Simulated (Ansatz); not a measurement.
**SiHC: rattling a relaxed structure**

The cell was found from a structure generator's guess, not taken from experiment.

Theory: Ansatz, DFT PBE, scalar-relativistic, plane waves, PAW. Settings: cutoff 420 eV, Γ-centred mesh 18×18×18 on the computed 3-atom cell, Gaussian smearing of 0.10 eV; no spin polarisation.

The cell below (3 atoms, space group P-6m2 (No. 187)) is relaxed within its symmetry.

```yaml
crystal:
  lattice:
    - [3.02970, 0.00000, 0.00000]
    - [-1.51485, 2.62379, 0.00000]
    - [0.00000, 0.00000, 2.63711]
  atoms:
    - { symbol: Si, position: [0.33333, 0.66667, 0.50000] }
    - { symbol: H, position: [0.66667, 0.33333, 0.50000] }
    - { symbol: C, position: [0.00000, 0.00000, 0.00000] }
```

For the test a repeat of it with 6 atoms (edges 3.03, 3.03, 5.27 Å) was strained at random (σ = 1.5 % a component), the atoms were moved at random (σ = 0.05 Å), and all was relaxed again on a coarse 12×12×4 mesh (in the run’s order of axes) with 0.20 eV smearing, with no symmetry imposed.

An odd number of electrons in the primitive cell allows no gap without spin; a larger cell or a magnetic state could open one.

Problem. Is the structure stable against such a distortion?

Solution. It doesn't return. The energy falls by 1170 meV/atom on that mesh, the volume changes by 21.1 %, and the end has space group Cm (No. 8) at a loose tolerance. Relaxed again on a 10×10×6 mesh with 0.02 eV smearing, the new structure lies 1170 meV/atom below the first (mesh in the axes of the run's cell; the cell below is made exact in the group named). Space group Cm (No. 8), monoclinic, a = 6.045 Å, b = 3.158 Å, c = 5.462 Å, β = 103.2°. Si on its first site has 3 C at 1.93–1.95 Å, 1 H at 2.01 Å, 1 C at 2.07 Å and 1 H at 2.19 Å; Si on its second site has 1 H at 1.48 Å and 3 C at 1.90–1.91 Å; H on its first site is surrounded by 1 C at 1.11 Å and 2 Si at 2.19–2.27 Å; around C on its first site lie 3 Si at 1.91–1.95 Å and 1 Si at 2.07 Å; 2 more sites not described.

```xyz
6
Lattice="3.0224 -1.5790 0.0000 3.0224 1.5790 0.0000 -1.2454 0.0000 5.3184" Properties=species:S:1:pos:R:3 pbc="T T T"
Si    4.5987    0.0000    4.6505
Si    1.3038    0.0000    1.7037
H     3.1803    0.0000    2.9813
H    -0.1329    0.0000    1.3439
C     0.5565    0.0000    5.1812
C     4.2689    0.0000    2.7537
```
